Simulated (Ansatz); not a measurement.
## AlNi₃: energy along a strain

AlNi₃, Fm-3m, a = 5.597 Å. The structure is a Materials Project entry; whether it is the stable form wasn't checked. Ansatz: PBEsol, PAW, 420 eV, Γ-centred 14×14×14 mesh on 4 atoms, Gaussian smearing 0.15 eV; no spin polarisation. Cell vectors (Å): 0.000 2.798 2.798; 2.798 0.000 2.798; 2.798 2.798 0.000. The cell is strained by x per cent times the pattern (0 0 0 1 0 0) in the order xx yy zz yz xz xy (engineering shears), with fractional coordinates held. y is the free energy over the start, V0 = 10.957 Å³/atom. Symmetry makes y even in x.

```tsv
x (%)	y (meV/atom)
-4.00	?
-2.00	2.11
0.00	0.00
0.50	0.13
1.00	0.53
1.50	1.18
2.50	3.29
3.00	4.74
3.50	6.46
```

Fit y = c2 x² + c4 x⁴ to the other rows, get the stiffness along the pattern, and predict the missing energy.

Least squares on the rows shown. y = 0.5259 x² + 0.0001111 x⁴. The clamped-ion stiffness p·C·p = 2 × 5.259 eV × 160.2 / 10.957 Å³ = 154 GPa, which is C44 in these axes. At x = -4.00 the fit asked for gives 8.44 meV/atom. The run gave 8.43 meV/atom, so the fit is 0.01 meV/atom too high, a small miss on the scale of the series.

Cost: 9 runs of about 2.3 core-minutes in all, on Intel Xeon 6975P-C (Granite Rapids) (shared hosts).